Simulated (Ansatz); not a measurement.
Here is the system:

CaScO2F:
```
CELL_PARAMETERS angstrom
      4.07597     0.00000     0.00000
      0.00000     4.07597     0.00000
      0.00000     0.00000     3.97517
ATOMIC_POSITIONS crystal
  Ca 0.50000 0.50000 0.50000
  Sc 0.00000 0.00000 0.00000
  O  0.50000 0.00000 0.00000
  O  0.00000 0.50000 0.00000
  F  0.00000 0.00000 0.50000
```

This is the r²SCAN-relaxed structure. Cartesian axes are those of the cell as given.

All from r²SCAN (plane waves, PAW; program Ansatz), unless another level is named. Estimate the Poisson's ratio.

0.27.

What about the elastic constants (relaxed ions, GPa)?

C11 = 281, C12 = 89.7, C13 = 40.5, C33 = 309, C44 = 41.5, C66 = 84.3.

Space group P4/mmm. The start of the workflow was typed in or built on a structure type; neither database checked (COD, Materials Project) lists it. Whether it is the stable phase at ambient conditions was not checked. The cell was relaxed with r²SCAN under the symmetry of its start; whether a distortion lowers the energy is not shown. The run is not spin-polarised.

Potentials: the earlier of the program's two PAW sets. The files were generated under PBE; for other functionals the program regenerates the frozen cores, and for LDA and PBEsol the local potential too.
